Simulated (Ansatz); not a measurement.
Ca3GeO:
```
CELL_PARAMETERS angstrom
      4.67002     0.00000     0.00000
      0.00000     4.67002     0.00000
      0.00000     0.00000     4.67002
ATOMIC_POSITIONS crystal
  Ca 0.50000 0.50000 0.00000
  Ca 0.00000 0.50000 0.50000
  Ca 0.50000 0.00000 0.50000
  O  0.50000 0.50000 0.50000
  Ge 0.00000 0.00000 0.00000
```

Relaxed with PBEsol. Special points in fractions of this cell's reciprocal vectors: Γ (0.000, 0.000, 0.000); X (0.000, 0.500, 0.000); M (0.500, 0.500, 0.000); R (0.500, 0.500, 0.500).

Question: List the band energies nearest the Fermi level at these points for DFT-PBEsol in the program Ansatz with PAW potentials.

Answer: In eV from the Fermi level; about four levels below and three above (degenerate sets whole), none deeper than 8.9 eV; points with the same levels are listed once.

```json
[
 {"k": "Γ", "below": "-4.33 -4.33 -4.33 -0.06 -0.06", "above": "0.04 0.04 0.04"},
 {"k": "X", "below": "-4.47 -4.47 -3.20 -0.93 -0.93", "above": "1.12 1.13 2.35"},
 {"k": "M", "below": "-4.63 -2.25 -2.25 -1.09", "above": "1.84 2.10 2.10"},
 {"k": "R", "below": "-5.77 -5.77 -5.77 -1.52 -1.52 -1.52", "above": "1.10 1.10 1.10"}
]
```

Space group Pm-3m (anti-perovskite). The workflow started from an entry of the Crystallography Open Database (COD), which files this formula under 2 space groups. Its standing as an ambient phase is unchecked. Symmetry was held in the PBEsol relaxation; whether a distortion lowers the energy is not shown. The Fermi level of a semimetal is unsure by some 0.05 eV on such meshes. Spin–orbit coupling is left out wherever it is not named.

Potentials: the later of the program's two PAW sets.
